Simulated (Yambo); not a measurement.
**How GW settings move the gap: TiCdO3**

G0W0@PBEsol for TiCdO3 (space group R-3, No. 148) in Yambo. Reference settings: 2×2×2 Γ-centred k mesh, bands 11 to 200 and a 7 Ry block in the screening, 200 bands in G with the Bruneval-Gonze terminator, plasmon pole fitted at 27.2 eV. The PBEsol gap F → Γ on this mesh is 3.06 eV; G0W0 gaps are taken between the same points.

| change from the reference | G0W0 gap F → Γ (eV) | shift of the valence edge (eV) | rough Yambo cost |
|---|---|---|---|
| reference settings | 4.48 | -0.36 | 1 |
| 95 bands in G | 4.49 | -0.33 | – |
| wavefunctions cut at 25 Ry | 4.40 | -0.27 | about 1/4 |
| no point-group symmetry | 4.49 | -0.36 | within a factor of two |
| 95 bands in G, no terminator | 4.45 | 0.32 | – |
| no terminator | 4.48 | -0.12 | – |

The reference isn't shown to be the converged limit. Costs are rough (shared machines), scaled to the same edge states, and given only for runs that recompute the screening. The mesh misses a band edge: along a dense path the PBEsol gap is 2.98 eV against 3.06 eV on the mesh.

Spin-orbit splittings are left out.

Geometry of the Materials Project entry, not relaxed at this level; primitive cell a = b = c = 5.823 Å, α = β = γ = 53.70°.

A shift is the quasiparticle energy of the state minus its PBEsol energy.
